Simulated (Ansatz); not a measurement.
## Ta: energy along a strain

Ta, Fm-3m, a = 4.220 Å (as given, not relaxed at this level: -1.7 GPa). This isn't the element's structure at ambient conditions. Ansatz: r2SCAN, PAW, 500 eV, Γ-centred 20×20×20 mesh on 1 atom, Gaussian smearing 0.15 eV; no spin polarisation. Cell vectors (Å): 0.000 2.110 2.110; 2.110 0.000 2.110; 2.110 2.110 0.000. The cell is strained by x per cent times the pattern (1 0 0 0 0 0) in the order xx yy zz yz xz xy (engineering shears), with fractional coordinates held. y is the free energy over the start, V0 = 18.788 Å³/atom. Points with a strain past 8.5 % were computed too (3) and aren't used here.

```tsv
x (%)	y (meV/atom)
-7.50	?
-5.00	4.82
-2.50	-0.52
0.00	0.00
2.50	9.77
5.00	29.14
7.50	57.53
```

Problem. Fit y = c1 x + c2 x² + c3 x³ to the other rows, get the stiffness along the pattern, and predict the missing energy.

Solution. Least squares on the rows shown. y = 2.1662 x + 0.67605 x² + 0.0080938 x³. The clamped-ion stiffness p·C·p = 2 × 6.761 eV × 160.2 / 18.788 Å³ = 115 GPa, which is C11 in these axes (second derivative at the start, which stands under stress). The pressures of the same runs give B = −dP/dε = 193 GPa; in a cubic crystal a longitudinal stiffness under B means a negative shear constant, so this lattice is unstable. With a term in x⁴ added, the coefficient of x² becomes 0.7375, 9 % more, which shows how far this figure hangs on the form. At x = -7.50 the fit asked for gives 18.37 meV/atom. The run gave 13.74 meV/atom, so the fit is 4.63 meV/atom too high, 8 % of the span of the series, against an rms of 0.42 meV/atom on the fitted rows. The row lies outside the fitted range. With a term in x⁴ added, a fit to the same known rows predicts 11.12 meV/atom, a smaller miss on the other side.

Spin–orbit coupling is left out, which can shift energies with elements as heavy as these.